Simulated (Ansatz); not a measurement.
The relaxed structure here is a generated cell of AlNi: the first start was made by placing the elements on the sites of a structure type, and the end was not matched to a known phase here, so it may be hypothetical. Known forms of AlNi include space group No. 221.

One stationary structure of AlNi. Space group P6₃mc (No. 186). All values below come from PBEsol (plane waves to 420 eV, PAW, scalar-relativistic; Ansatz, a program for electronic structure).

```cif
data_Al6Ni6
_chemical_formula_sum 'Ni6 Al6'
_space_group_name_H-M_alt 'P63mc'
_space_group_IT_number 186
_space_group_name_Hall 'P 6c -2c'
_cell_length_a 4.00064
_cell_length_b 4.00064
_cell_length_c 11.49903
_cell_angle_alpha 90.000
_cell_angle_beta 90.000
_cell_angle_gamma 120.000
loop_
_atom_site_label
_atom_site_type_symbol
_atom_site_symmetry_multiplicity
_atom_site_Wyckoff_symbol
_atom_site_fract_x
_atom_site_fract_y
_atom_site_fract_z
_atom_site_occupancy
Ni1 Ni 2 a 0.00000 0.00000 0.10364 1
Ni2 Ni 2 b 0.66667 0.33333 0.31214 1
Ni3 Ni 2 b 0.33333 0.66667 0.22403 1
Al1 Al 2 a 0.00000 0.00000 0.35674 1
Al2 Al 2 b 0.66667 0.33333 0.11827 1
Al3 Al 2 b 0.33333 0.66667 0.00888 1
```

Problem. What is the computed magnetic moment (PBEsol)?

Solution. Zero (the starting moments vanished).

No spin polarisation in the result: the starting moments vanished. A magnetic state may lie lower.

The run could not lose the symmetry of its start, so the end can be a saddle point.
